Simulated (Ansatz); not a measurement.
GaN (zinc blende)

```
GaN
1.0
    0.00000     2.24896     2.24896
    2.24896     0.00000     2.24896
    2.24896     2.24896     0.00000
N Ga
1 1
Cartesian
  3.37343   3.37343   3.37343
  0.00000   0.00000   0.00000
```

The slice is a {110} plane (indices of the conventional cell) through the point (0.750, 0.750, 0.750) (fractional), spanned by u = [100] and v = [1 -1 -1] in vectors of this cell: u (3.18 Å) and v (4.50 Å, at 90° to u). It covers one period; positions are fractions (u, v).

The numbers are results of r2SCAN (plane waves to 500 eV, PAW, scalar-relativistic; Ansatz, a first-principles code), not measurements. k mesh 13×13×13. Near the nuclei the fields are pseudised (PAW); where an atom keeps semicore shells as valence, they peak there. GaN was relaxed with its symmetry unable to fall.

Three fields on this plane, each scaled to ten steps between its own extremes (0 low, 9 high; the total valence density on a logarithmic scale, the potential cut 8 eV below its top; x marks points blanked near nuclei; v = 0 in the bottom row):

Map A
```
|xxxx1000001xxx|
|xxx000xxx000xx|
|xx000xxxxx001x|
|5530xxxxxxx035|
|7630xxxxxxx036|
|7630xxxxxxx036|
|76300xxxxx0036|
|765100xxx00156|
|77642000002467|
|77765432345677|
|77777776777777|
|77788888888877|
|77788999998877|
|77889999999887|
|77889999999887|
|56789999999876|
|xx47999999973x|
|xxx488888984xx|
|xxxx6776776xxx|
|xxxx4432344xxx|
```

Map B
```
|xxxx7322237xxx|
|xxx952xxx259xx|
|xx963xxxxx369x|
|9873xxxxxxx378|
|6632xxxxxxx236|
|3322xxxxxxx223|
|11122xxxxx2211|
|001122xxx22110|
|00011222221100|
|00001111111000|
|00000011100000|
|00000000000000|
|11000000000001|
|32100000000012|
|66421000001246|
|98752000002578|
|xx97520002579x|
|xxx973101379xx|
|xxxx8511158xxx|
|xxxx8521258xxx|
```

Map C
```
|xxxx8777778xxx|
|xxx988xxx889xx|
|xx999xxxxx999x|
|8888xxxxxxx888|
|6667xxxxxxx766|
|4457xxxxxxx754|
|23458xxxxx8543|
|113468xxx86431|
|01234677764321|
|00123455543210|
|00112333332110|
|11111222221111|
|22211111111122|
|44321000001234|
|65532100012355|
|87653200023567|
|xx97531113579x|
|xxx864222468xx|
|xxxx7543457xxx|
|xxxx8655568xxx|
```

Problem. Assign the maps to these fields: electron localisation function (ELF); valence electron density; electrostatic potential energy of an electron, from the cell's mean.

Solution. A is the electrostatic potential energy of an electron, from the cell's mean; B is the electron localisation function (ELF); C is the valence electron density.
